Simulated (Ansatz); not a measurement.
# Pd: from a starting cell to a relaxed one

The start is a relaxed Pd cell, doubled along one cell vector, shaken by Gaussian noise of σ = 0.08 Å a coordinate. The cell and all atomic positions are relaxed at zero pressure with PBEsol (plane waves to 420 eV, PAW, scalar-relativistic; Ansatz, an electronic-structure program). The first steps use a coarse 14×14×6 k-mesh.

Starting cell:
```
Pd
1.0
    2.64668     0.00000     0.00000
   -1.32334     2.29209     0.00000
    0.00000     0.00000     5.18627
Pd
2
Direct
  0.01465   0.02675   0.25649
  0.01226   0.01954   0.72905
```

- Initial pressure: +2.3 GPa (positive: the cell is compressed)
- Largest initial force: 1.43 eV/Å, on Pd1, Pd2 (atoms numbered as listed)
- Energy released: 0.31 eV/atom
- Relative to the parent: It does not go back: it reaches P6₃/mmc (No. 194), hcp (Mg type), 0.26 eV/atom below the parent
- Shortest distances (start → end): The closest pairs of elements (up to four, under 3.6 Å), start → end: Pd–Pd 2.45 → 2.72 Å
- Band gap at the end: no gap (metallic)
- Optimiser moves: 15

Final structure:

Space group P6₃/mmc (No. 194); a = b = 2.7224 Å, c = 4.5556 Å, α = β = 90.00°, γ = 120.00°

```json
[
 {"atom": "Pd", "site": "2d", "symmetry": "-6m2", "x": "0.6667", "y": "0.3333", "z": "0.2500"}
]
```

Final values are on a 20×20×10 k-mesh of the relaxed cell. No spin polarisation in the result. A magnetic state may lie lower.

The run could not lose the symmetry of its start, so the end can be a saddle point.

The relaxed structure here is a generated cell of Pd: the first start was made by a random draw of sites in a space group, and the end was not matched to a known phase here, so it may be hypothetical. Known forms of Pd include space group No. 225.
